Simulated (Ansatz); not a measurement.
Question: Name crystals whose computed values (DFT-LDA in the program Ansatz with PAW potentials) fall in these windows: ε0 8.1 to 11; highest Γ mode, no LO–TO term (cm⁻¹) 460 to 670; G_Hill (GPa) 38 to 50.

Answer: 

```
crystal                                               ε0  highest Γ mode, no LO–TO term (cm⁻¹)  G_Hill (GPa)
--------------------------------------------------  ----  ------------------------------------  ------------
ZnO, P6_3mc (Zn on 2a, Zn on 2b, O on 2a, O on 2b)  9.85                                   561          42.3
```
Others may fit too.

Built on a structure type that need not be the filed one of that space group: ZnO, P6_3mc (Zn on 2a, Zn on 2b, O on 2a, O on 2b). Not the usual ambient phase: ZnO, P6_3mc (Zn on 2a, Zn on 2b, O on 2a, O on 2b). The cell was relaxed under the symmetry of its start.

Potentials: the later of the program's two PAW sets.
